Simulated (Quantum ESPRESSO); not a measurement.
# Planted mistakes on one cell of Si4O6FN

These are calculations, not measurements. They come from pw.x of Quantum ESPRESSO 7.5, a plane-wave density functional program, with PseudoDojo standard norm-conserving files (v0.5 for PBE, v0.4.1 for LDA and PBEsol). The cells are made up: elements, strain and atom displacements were drawn at random, and nothing was relaxed. There is no spin polarisation, spin-orbit coupling or dispersion term.

The cell has 12 sites of a rutile lattice (two cells along c). Sites 1 to 4 hold Si Si Si Si; sites 5 to 12 hold O O F O O O O N. Cell vectors in Å: (4.199, -0.017, 0.021); (-0.017, 4.214, -0.060); (0.027, -0.076, 5.423). Settings: PBE, cutoff 1143 eV, 5 x 5 x 4 k mesh shifted by half a step, Fermi-Dirac smearing of 0.025 eV.

The intended run has a self-consistency threshold of 1e-07 eV, a smearing term of 0.000 eV, a pressure of 11.03 GPa and 12 iterations. Each further run changes one thing: all lengths scaled by 1.0148; atoms of sites 7 and 8 exchanged; cutoff 815 eV; files of LDA; k mesh 2 x 2 x 2; one electron added; smearing 0.69 eV; threshold 0.3 eV. A coarse mesh keeps the shift, and a charged cell sits in a uniform background.

```
run  change of free energy (eV)  smearing term -TS (eV)  change of P (GPa)  largest change of a force component (eV/Å)  iterations
  A                       0.115                   0.000              -1.88                                       0.349           4
  B                       0.988                   0.000             -12.34                                       0.018          12
  C                      -1.040                   0.000              -0.52                                       5.810          12
  D                      -0.050                   0.000               0.00                                       0.033          12
  E                      -0.122                   0.000             -12.55                                       0.434          12
  F                      15.463                  -0.004              45.13                                       1.584          11
  G                       0.481                   0.000             -14.95                                       0.219          12
  H                      -0.237                  -0.813               2.67                                       0.447          11
```

A rerun of the intended cell at 1437 eV and k mesh 7 x 7 x 6 moved values by no more than 0.003 eV in the cell's energy, 0.04 GPa in stress and 0.003 eV/Å in force.

Question: which change belongs to which run?

## Worked reading

Run A has the fewest iterations, as a run stopped early does. Run H has the largest smearing term, as wide smearing gives. Run E changes the volume by a factor of 1.0451; minus its pressure change over the logarithm of that factor, 284 GPa, is a rough bulk modulus with clamped atoms. Energies from files of another functional, or of a charged cell, have another zero and say nothing on stability; the pressure of a charged cell rests on the program's zero of potential too.

## Key

```
run,change
A,threshold 0.3 eV
B,cutoff 815 eV
C,atoms of sites 7 and 8 exchanged
D,k mesh 2 x 2 x 2
E,all lengths scaled by 1.0148
F,one electron added
G,files of LDA
H,smearing 0.69 eV
```